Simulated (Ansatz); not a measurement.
BaTiAs$_{2}$O$_{8}$:
```cif
data_As4Ba2O16Ti2
_chemical_formula_sum 'Ba2 Ti2 As4 O16'
_space_group_name_H-M_alt 'C2/m'
_space_group_IT_number 12
_space_group_name_Hall '-C 2y'
_cell_length_a 8.37370
_cell_length_b 5.44397
_cell_length_c 7.82006
_cell_angle_alpha 90.000
_cell_angle_beta 94.441
_cell_angle_gamma 90.000
loop_
_atom_site_label
_atom_site_type_symbol
_atom_site_symmetry_multiplicity
_atom_site_Wyckoff_symbol
_atom_site_fract_x
_atom_site_fract_y
_atom_site_fract_z
_atom_site_occupancy
Ba1 Ba 2 c 0.50000 0.50000 0.50000 1
Ti1 Ti 2 a 0.00000 0.00000 0.00000 1
As1 As 4 i 0.37023 0.00000 0.20524 1
O1 O 4 i 0.31181 0.00000 0.40318 1
O2 O 8 j 0.48667 0.25229 0.18252 1
O3 O 4 i 0.22605 0.00000 0.04328 1
```
(The calculation used a cell of 12 atoms; values per cell refer to that cell.)

Relaxed with r²SCAN.

Tabulate the valence density and the electron localisation function along the shortest Ba–O contact (2.77 Å), r²SCAN (plane waves, PAW; program Ansatz).



```
distance from Ba (Å)  density (e/Å³)   ELF
--------------------  --------------  ----
0.28                            0.54  0.01
0.42                            0.94  0.22
0.55                            1.30  0.62
0.69                            1.39  0.82
0.83                            1.19  0.88
0.97                            0.84  0.86
1.11                            0.52  0.75
1.25                            0.31  0.41
1.39                            0.20  0.12
1.53                            0.17  0.07
1.66                            0.22  0.20
1.80                            0.35  0.55
1.94                            0.64  0.78
2.08                            1.22  0.85
2.22                            2.42  0.86
2.36                            4.31  0.80
2.50                            6.24  0.65
```

The density is the valence pseudo-density with augmentation charge, so density and ELF within about 1 Å of a nucleus are not all-electron values.

The workflow started from a Materials Project entry (that database holds measured and hypothetical structures alike); the Crystallography Open Database copy checked does not list it. Whether it is the stable phase at ambient conditions was not checked. The cell was relaxed with r²SCAN under the symmetry of its start; its stability against distortions is not shown here. The run is not spin-polarised. Spin–orbit coupling is left out wherever it is not named.

Potentials: the later of the program's two PAW sets.
